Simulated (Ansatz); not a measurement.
Input:

NiPt:
```cif
data_NiPt
_chemical_formula_sum 'Ni1 Pt1'
_space_group_name_H-M_alt 'P 1'
_space_group_IT_number 1
_cell_length_a 4.51145
_cell_length_b 4.51145
_cell_length_c 4.51145
_cell_angle_alpha 34.858
_cell_angle_beta 34.858
_cell_angle_gamma 34.858
loop_
_space_group_symop_operation_xyz
  'x, y, z'
loop_
_atom_site_label
_atom_site_type_symbol
_atom_site_fract_x
_atom_site_fract_y
_atom_site_fract_z
_atom_site_occupancy
Ni1 Ni 0.00000 0.00000 0.00000 1
Pt1 Pt 0.50000 0.50000 0.50000 1
```
The run is spin-polarised.

This is the r²SCAN-relaxed structure.

Q: All from r²SCAN in the plane-wave PAW code Ansatz, unless another level is named. Estimate the magnetic order.

A: ferromagnetic.

Q: Next, the Bader charges?

A: Ni +0.38, Pt -0.38 e.

Space group R-3m. The workflow started from a Materials Project entry (that database holds measured and hypothetical structures alike); the Crystallography Open Database copy checked does not list it. With Ni and Pt taken as one species the cell has the higher symmetry Fm-3m, so it may be an ordered model of a mixed-site phase. Its standing as an ambient phase is unchecked. The r²SCAN relaxation kept the symmetry of its start; whether a distortion lowers the energy is not shown. Spin order of the final state: ferromagnetic, chosen from 5 collinear starts compared on coarse meshes (ties went to the first, and starts can fall back to one state), not a proven ground state. Other orbital occupations within this spin state were not tried. Scalar-relativistic: spin–orbit coupling is off unless named, which matters more the heavier the elements.

Potentials: the later of the program's two PAW sets.
